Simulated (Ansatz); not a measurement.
**MgAu: moving Au off its site**

MgAu, Pm-3m, a = 3.259 Å (as given, not relaxed at this level: -0.1 GPa). The structure is a COD entry; whether it is the stable form wasn't checked. Ansatz: PBEsol, PAW, 420 eV, Γ-centred 14×14×14 mesh on 2 atoms, Gaussian smearing 0.15 eV; no spin polarisation.

```yaml
crystal:
  lattice:
    - [3.25900, 0.00000, 0.00000]
    - [0.00000, 3.25900, 0.00000]
    - [0.00000, 0.00000, 3.25900]
  atoms:
    - { symbol: Mg, position: [0.50000, 0.50000, 0.50000] }
    - { symbol: Au, position: [0.00000, 0.00000, 0.00000] }
```

Atom 2 (Au) moves by x along the unit vector (-1.000, 0.000, 0.000), with its periodic images; all else is held. y is the free energy of the cell over the start, F the force along the path summed over the moved atoms. Symmetry makes y even in x.

| x (Å) | y (meV) | F (eV/Å) |
| --- | --- | --- |
| -0.200 | ? | ? |
| -0.100 | 16.7 | 0.33 |
| 0.000 | 0.0 | 0.00 |
| 0.025 | 1.0 | -0.08 |
| 0.050 | 4.2 | -0.17 |
| 0.075 | 9.4 | -0.25 |
| 0.125 | 26.0 | -0.42 |
| 0.150 | 37.5 | -0.50 |
| 0.175 | 51.1 | -0.58 |

**Question.** Fit y = c2 x² + c4 x⁴ to the energies of the other rows, give the force constant, and predict energy and force of the missing row.

**Answer.** Least squares on the rows shown. y = 1666 x² + 83.58 x⁴. The force constant is 2 c2 = 3.33 eV/Å² (for all images moving together, not for a lone atom). With two atoms in a cubic cell this is the optical mode at Γ (in a metal it hangs on mesh and smearing): ω = 521.5 √(2 c2/μ) = 205 cm⁻¹ for μ = 21.64 u. The force −dy/dx at the missing row is 0.67 eV/Å (computed 0.67). At x = -0.200 the fit asked for gives 66.8 meV. The run gave 66.8 meV, the same to the digits shown.

Spin–orbit coupling is left out, which can shift energies with elements as heavy as these.